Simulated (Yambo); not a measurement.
Yambo run on RbMo₂AlO₈ (space group P-3m1, No. 164). The wavefunctions are PBEsol (pw.x of Quantum ESPRESSO, ONCV potentials, no spin-orbit coupling) ones on a 3×3×2 mesh (44 occupied bands); a = 5.654 Å, b = 5.654 Å, c = 7.476 Å, α = 90.00°, β = 90.00°, γ = 120.00°.

Yambo input:

```
gw0
dyson
el_el_corr
HF_and_locXC
ppa
em1d
EXXRLvcs= 84 Ry
VXCRLvcs= 336 Ry
Chimod= "HARTREE"
% BndsRnXp
 3 | 230 |
%
NGsBlkXp= 6 Ry
% LongDrXp
 1.0 | 1.0 | 1.0 |
%
PPAPntXp= 27.2114 eV
% GbndRnge
 1 | 230 |
%
GTermKind= "BG"
DysSolver= "n"
ExtendOut
% QPkrange
 1 | 1 | 44 | 45 |
%
```

k points by index: 1 = Γ.

The o-*.qp file then holds:

```
#    K-point    Band    Eo [eV]    E [eV]    E-Eo [eV]    Vxc [eV]    Vnlxc [eV]    Sc|Eo [eV]    Sc|E [eV]    dSc/dw|Eo [eV]    Re(Z)    Im(Z)
#
    1    44    0.000000    -0.608597    -0.608597    -19.72380    -24.40289    3.901783    4.070495    -7.541808    0.782987    -0.001388
    1    45    3.676604    5.655964    1.979360    -18.72355    -13.39712    -2.906877    -3.347077    -6.051401    0.818071    -0.001195
```
(The two width columns are left out.) Convergence of these settings isn't established.

Geometry of the Materials Project entry, not relaxed at this level.

The structure is a Materials Project entry; no match was found in the copy of COD used, and its stability was not checked.
